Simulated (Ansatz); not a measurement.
Relaxed-ion elastic tensor of Zr₂N (anti-rutile, P4_2/mnm) in GPa (Voigt order), plane-wave PAW PBEsol (Ansatz code); density 6.91 g/cm³, 15.73 Å³ per atom.

|  | 1 | 2 | 3 | 4 | 5 | 6 |
|---|---|---|---|---|---|---|
| 1 | 232 | 212 | 106 | 0.0 | 0.0 | 0.0 |
| 2 | 212 | 232 | 106 | 0.0 | 0.0 | 0.0 |
| 3 | 106 | 106 | 374 | 0.0 | 0.0 | 0.0 |
| 4 | 0.0 | 0.0 | 0.0 | 125 | 0.0 | 0.0 |
| 5 | 0.0 | 0.0 | 0.0 | 0.0 | 125 | 0.0 |
| 6 | 0.0 | 0.0 | 0.0 | 0.0 | 0.0 | 128 |

Task: Is the crystal mechanically stable?

Result: Yes: the smallest eigenvalue of C is 20.1 GPa.

Task: Work out the Voigt, Reuss and Hill averages.

Result: K_V = 187, K_R = 187, K_H = 187; G_V = 103, G_R = 38.2, G_H = 70.7 GPa.

Task: Give Young's modulus, Poisson's ratio, Pugh's ratio and the universal anisotropy index.

Result: E = 9KG/(3K + G) = 188 GPa; ν = 0.33; K/G = 2.65 (ductile by the Pugh limit of 1.75); A_U = 5G_V/G_R + K_V/K_R − 6 = 8.52.

Task: Estimate the sound speeds and the Debye temperature.

Result: v_l = √((K + 4G/3)/ρ) = 6380 m/s, v_t = √(G/ρ) = 3200 m/s, mean 3590 m/s; Θ = (h/k)(3n/4πV)^(1/3) v_m = 426 K.

Task: Solve the Christoffel equation for the three sound speeds along x, y, z.

Result: Eigenvalues of C_ijkl n_j n_l equal ρv². In km/s, slowest first: x 4.25, 4.29, 5.79; y 4.25, 4.29, 5.79; z 4.25, 4.25, 7.35.

Task: How much does each axis shrink under pressure?

Result: Linear compressibilities β_i = Σ_j S_ij (j = 1 to 3): x 1.9, y 1.9, z 1.6 per TPa.

The first step of the workflow began from a Materials Project structure, measured or hypothetical; the Crystallography Open Database copy checked does not list it. Its standing as an ambient phase is unchecked. The PBEsol relaxation kept the symmetry of its start; of distortions, only those at the zone centre were tested. No spin polarisation was allowed. As this level gives no gap, shear constants depend on the k-mesh and smearing (Fermi–Dirac, 0.1 eV here).

Potentials: the later of the program's two PAW sets.
